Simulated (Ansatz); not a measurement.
CaIn2Au (space group Cmcm)

```
CELL_PARAMETERS angstrom
      2.25043    -5.30492     0.00000
      2.25043     5.30492     0.00000
      0.00000     0.00000     7.42886
ATOMIC_POSITIONS crystal
  Ca 0.92318 0.07682 0.75000
  Ca 0.07682 0.92318 0.25000
  In 0.63390 0.36610 0.94998
  In 0.36610 0.63390 0.05002
  In 0.36610 0.63390 0.44998
  In 0.63390 0.36610 0.55002
  Au 0.20968 0.79032 0.75000
  Au 0.79032 0.20968 0.25000
```

The slice is a (011) plane (indices of the conventional cell) through the point (0.210, 0.790, 0.750) (fractional), spanned by u = [110] and v = [1 -1 1] in vectors of this cell: u (4.50 Å) and v (12.95 Å, at 90° to u). It covers one period; positions are fractions (u, v).

Computed with LDA (plane waves to 420 eV, PAW, scalar-relativistic; Ansatz, a program for electronic structure). k mesh 11×11×7. Inside the PAW spheres the values are not all-electron values, and peaks at nuclei hang on which shells count as valence. CaIn2Au was relaxed with its symmetry unable to fall. Spin-orbit coupling is left out, though Au is heavy.

Sketch the valence electron density on this plane as a map.


```
|%%**--::--::--**|
|==--::--++--::--|
|....::==**==::..|
|    ..--==--..  |
|    ..::::::..  |
|    ..------..  |
|  ..::++##++::..|
|::::--##@@##--::|
|==----++**++----|
|%%**--::--::--**|
|%%##--......--##|
|**==::......::==|
|::::..::--::..::|
|......--++--....|
|::....::==::....|
|::::..  ..  ..::|
|::::..      ..::|
|----..      ..--|
|++--::      ::--|
|==--..      ..--|
|--::..  ..  ..::|
|==--::..  ..::--|
|%%**--......--**|
|@@%%==::::::==%%|
```
Scale: ten equal steps from -1.34 (start of ' ') to 1.18 (end of '@'), in the order ' .:-=+*#%@'. Values: log₁₀ of the valence density in e/Å³. The map has 8 points along u (two characters each, u = 0 at the left) and 24 along v (v = 0 in the bottom row). The scale is logarithmic, as a density can span decades between atoms and voids.
